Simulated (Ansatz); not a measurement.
**InSb: reading a single point**

```
CELL_PARAMETERS angstrom
0.00000 3.27753 3.27753
3.27753 0.00000 3.27753
3.27753 3.27753 0.00000
ATOMIC_POSITIONS crystal
In 0.00000 0.00000 0.00000
Sb 0.25000 0.25000 0.25000
```

The numbers come from plane-wave PAW DFT (Ansatz): PBE, no spin polarisation, 420 eV, 9×9×9 Γ-centred k points, fermi-dirac occupations (width 0.1 eV). Nothing was relaxed.

Problem. Metal or insulator?

Solution. It is a semimetal on this mesh, with about 0.0055 states/eV a cell as the mean within 0.25 eV of the Fermi level.

Problem. What does the stress say?

Solution. The pressure is 1.5 GPa (compression positive), so with the atoms held at these fractions the cell would first expand.

Problem. Give the Bader charges.

Solution. Bader charges in e: In +0.46, Sb -0.46. In the mean In gives up most and Sb takes most.

Problem. What is the formation energy?

Solution. -0.12 eV an atom against the elements' usual phases (free molecules for gases, crystals otherwise, with no correction for O₂ or N₂), so it is bound against them; other compounds may still compete. Relaxing would lower it.

Problem. What do density and ELF say about some of the short contacts?

Solution. In–Sb at 2.84 Å: least valence density 0.34 e/Å³ and ELF 0.54 there. These are pseudo-fields; inside the PAW spheres they differ from the all-electron ones.

Origin: a database entry at a rescaled volume.
